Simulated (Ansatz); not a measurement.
Si:
```
Si
1.0
   -3.19345     3.19345     3.19345
    3.19345    -3.19345     3.19345
    3.19345     3.19345    -3.19345
Si
4
Direct
  0.25000   0.25000   0.25000
  0.50000   0.00000   0.25000
  0.00000   0.25000   0.50000
  0.25000   0.50000   0.00000
```

Relaxed with r²SCAN.

Problem. Map the electron localisation function on the plane through (0.250, 0.250, 0.250) spanned by u = [1, 1, 0] and v = [1, -1, 0] in lattice vectors, from r²SCAN in the plane-wave PAW code Ansatz.

Solution. x is the fraction of u, y of v (the angle between them is 90°; rows are the nearest grid lines); atoms in the plane: Si at (0.00, 0.00), Si at (0.50, 0.50), Si at (0.00, 0.25), Si at (0.50, 0.75).
```
y \ x   0.000  0.0938  0.188  0.281  0.375  0.469  0.531  0.625  0.719  0.812  0.906   1.00
------  -----  ------  -----  -----  -----  -----  -----  -----  -----  -----  -----  -----
1.00    0.660   0.484  0.762  0.506  0.233  0.072  0.072  0.233  0.506  0.762  0.484  0.660
0.925   0.423   0.819  0.807  0.543  0.468  0.307  0.307  0.468  0.543  0.807  0.819  0.423
0.850   0.429   0.569  0.554  0.655  0.811  0.621  0.621  0.811  0.655  0.554  0.569  0.429
0.775   0.100   0.221  0.454  0.757  0.813  0.299  0.299  0.813  0.757  0.454  0.221  0.100
0.700   0.026   0.064  0.200  0.454  0.603  0.428  0.430  0.603  0.454  0.200  0.064  0.026
0.625   0.009   0.014  0.044  0.225  0.721  0.924  0.924  0.721  0.225  0.044  0.014  0.009
0.550   0.026   0.064  0.200  0.454  0.603  0.429  0.429  0.603  0.454  0.200  0.064  0.026
0.450   0.170   0.307  0.476  0.764  0.860  0.316  0.315  0.860  0.764  0.476  0.307  0.170
0.375   0.549   0.701  0.644  0.578  0.721  0.578  0.578  0.721  0.578  0.644  0.701  0.549
0.300   0.242   0.777  0.832  0.560  0.369  0.189  0.189  0.369  0.560  0.832  0.777  0.242
0.225   0.374   0.415  0.660  0.406  0.167  0.047  0.047  0.167  0.406  0.660  0.415  0.374
0.150   0.917   0.816  0.394  0.089  0.026  0.011  0.011  0.026  0.089  0.394  0.816  0.917
0.0750  0.802   0.730  0.445  0.154  0.050  0.018  0.018  0.050  0.154  0.445  0.730  0.802
0.000   0.660   0.484  0.762  0.506  0.233  0.072  0.072  0.233  0.506  0.762  0.484  0.660
```

The density is the valence pseudo-density with augmentation charge, so density and ELF within about 1 Å of a nucleus are not all-electron values.

Space group I4_132. The start of the workflow was typed in or built on a structure type; neither database checked (COD, Materials Project) lists it. It is not the phase usual at ambient conditions (space group No. 227). The r²SCAN relaxation kept the symmetry of its start. At this level the phase is mechanically unstable.

Potentials: the later of the program's two PAW sets.
